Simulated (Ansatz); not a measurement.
HfN (rock salt)

```yaml
crystal:
  lattice:
    - [0.00000, 4.54789, 4.54789]
    - [2.27394, 0.00000, 2.27394]
    - [2.27394, 2.27394, 0.00000]
  atoms:
    - { symbol: N, position: [0.00000, 0.00000, 0.00000] }
    - { symbol: N, position: [0.50000, 0.00000, 0.00000] }
    - { symbol: Hf, position: [0.25000, 0.50000, 0.50000] }
    - { symbol: Hf, position: [0.75000, 0.50000, 0.50000] }
```

The atoms are displaced by Q × the pattern below (from a DFPT mode at L = (0.5, 0.0, 0.0), largest move 1; Q in Å), at fixed cell. It is one choice among 2 degenerate patterns. (q is in reciprocal vectors of the primitive cell; the cell shown is doubled to hold the pattern.)

```csv
atom,x,y,z
N1,-0.285,0.520,-0.805
N2,0.285,-0.520,0.805
```

Atoms not listed stay in place.

Calculation: PBE (plane waves to 420 eV, PAW, scalar-relativistic; Ansatz, an electronic-structure program). k mesh 9×18×18 (Γ-centred), Fermi-Dirac smearing 0.05 eV. The energy includes the smearing's −TS. With partly filled bands, energies and forces of such displacements shift with the k mesh and the smearing. HfN is run without spin polarisation. HfN was relaxed with its symmetry unable to fall. Spin-orbit coupling is left out, though Hf is heavy. ΔE is measured from the undisplaced structure. The last digit holds for this mesh only.

```json
[
 {"Q (Å)": "-0.2800", "ΔE (meV/cell)": "withheld"},
 {"Q (Å)": "-0.2333", "ΔE (meV/cell)": "728.9"},
 {"Q (Å)": "-0.1867", "ΔE (meV/cell)": "466.4"},
 {"Q (Å)": "-0.1400", "ΔE (meV/cell)": "262.1"},
 {"Q (Å)": "-0.0933", "ΔE (meV/cell)": "116.3"},
 {"Q (Å)": "-0.0467", "ΔE (meV/cell)": "29.0"},
 {"Q (Å)": "0.0000", "ΔE (meV/cell)": "0.0"},
 {"Q (Å)": "0.0467", "ΔE (meV/cell)": "29.0"},
 {"Q (Å)": "0.0933", "ΔE (meV/cell)": "116.3"},
 {"Q (Å)": "0.1400", "ΔE (meV/cell)": "262.1"},
 {"Q (Å)": "0.1867", "ΔE (meV/cell)": "466.4"},
 {"Q (Å)": "0.2333", "ΔE (meV/cell)": "728.9"},
 {"Q (Å)": "0.2800", "ΔE (meV/cell)": "withheld"}
]
```

Question: Fit an even polynomial form (powers 2, 4) to the given rows and predict ΔE at Q = 0.2800.

Answer: Least squares on the 11 given rows: ΔE = (13360)·Q² + (605.0)·Q⁴, in meV/cell with Q in Å; root-mean-square residual 0.07 meV/cell. At 0.2800 the fit gives 1051.1 meV/cell; the calculation gives 1049.6 meV/cell, so the extrapolation is off by 1.5 (+0.1 %). The quadratic term alone would give 1047.4 meV/cell.

(A displaced cell: forces are minus the slopes of the energy, force constants its curvatures, and phonons follow from these.)
